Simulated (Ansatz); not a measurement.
Input and command of a plane-wave DFT calculation in Ansatz:

```yaml
crystal:
  lattice:
    - [4.6395, -1.751, 0.0]
    - [4.6395, 1.751, 0.0]
    - [-2.4964042557, 0.0, 6.2509460718]
  atoms:
    - { symbol: Mg, position: [0.0, 0.0, 0.0] }
    - { symbol: V, position: [0.80514, 0.80514, 0.3436], spin: 2.0 }
    - { symbol: V, position: [0.19486, 0.19486, 0.6564], spin: 2.0 }
    - { symbol: O, position: [0.9607, 0.9607, 0.2764] }
    - { symbol: O, position: [0.0393, 0.0393, 0.7236] }
    - { symbol: O, position: [0.693, 0.693, 0.5652] }
    - { symbol: O, position: [0.307, 0.307, 0.4348] }
    - { symbol: O, position: [0.6517, 0.6517, 0.1133] }
    - { symbol: O, position: [0.3483, 0.3483, 0.8867] }
basis:
  ecutwfc: 500
kpoints:
  mp_grid: { grid: [6, 6, 4] }
hamiltonian:
  xc: r2scan
scf:
  occupations: { method: gaussian, width: 0.1 }
  lower_state_search: "off"
output:
  forces: true
  stress: true
  eigenvalues: true
  populations: true
magnetization:
  spin_polarized: true
```

```bash
ansatz run input.yaml --threads 2 --pin off --max-ram 5120MiB --backend cpu --events-out ev --progress --plain --runs-dir out
```

Processor: Intel(R) Xeon(R) Processor @ 2.50GHz (Skylake/Cascade Lake), 2 threads, on a host shared with other jobs.

Q: How long does it run, and how much memory does it take?

A: About 2.2 min on 2 threads of Intel(R) Xeon(R) Processor @ 2.50GHz (Skylake/Cascade Lake), with other jobs on the host, peak memory 1 GiB. It solves 47 bands at 47 k points (the mesh reduced by symmetry) with about 2567 plane waves, in 21 SCF iterations.
